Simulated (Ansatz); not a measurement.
Re (hcp, Mg type)

```cif
data_Re2
_chemical_formula_sum 'Re2'
_space_group_name_H-M_alt 'P 1'
_space_group_IT_number 1
_cell_length_a 2.75787
_cell_length_b 2.75787
_cell_length_c 4.46284
_cell_angle_alpha 90.000
_cell_angle_beta 90.000
_cell_angle_gamma 120.000
loop_
_space_group_symop_operation_xyz
  'x, y, z'
loop_
_atom_site_label
_atom_site_type_symbol
_atom_site_fract_x
_atom_site_fract_y
_atom_site_fract_z
_atom_site_occupancy
Re1 Re 0.33333 0.66667 0.75000 1
Re2 Re 0.66667 0.33333 0.25000 1
```

This relaxed cell (volume V₀) is scaled evenly in all directions, its shape held. Symmetry pins the atoms to their sites.

Computed with r2SCAN (plane waves to 500 eV, PAW, scalar-relativistic; Ansatz, a first-principles code). k mesh 20×20×11 (Γ-centred), Fermi-Dirac smearing 0.05 eV. Energies are smeared free energies. With the shape held, the modulus is that of even scaling; a crystal free to change shape is softer. Re is run without spin polarisation. Re was relaxed with its symmetry unable to fall. Spin-orbit coupling is left out, though Re is heavy. ΔE is measured from the relaxed starting cell. The last digit holds for this mesh only.

| V (Å³/atom) | ΔE (meV/atom) |
|---|---|
| 12.346 | 620.2 |
| 12.738 | 408.1 |
| 13.130 | 247.9 |
| 13.522 | 132.4 |
| 13.914 | 56.0 |
| 14.306 | 13.3 |
| 14.698 | 0.0 |
| 15.090 | 12.1 |
| 15.482 | 46.3 |
| 15.874 | 99.4 |
| 16.266 | 169.0 |
| 16.658 | 252.6 |
| 17.050 | 348.4 |

Q: What is the fitted pressure derivative B₀′?

A: 4.3.

Q: What bulk modulus at fixed cell shape B₀ follows from a third-order Birch-Murnaghan fit?

A: 387 GPa. Check by three points about V = 14.698 Å³/atom, step 0.784: d²E/dV² ≈ (56 − 2·0 + 46) meV / 0.784² = 0.166 eV/Å⁶, and V·d²E/dV² × 160.2 = 391 GPa.

(Under strain, the slope of the energy per volume gives the stress and its curvature an elastic modulus.)
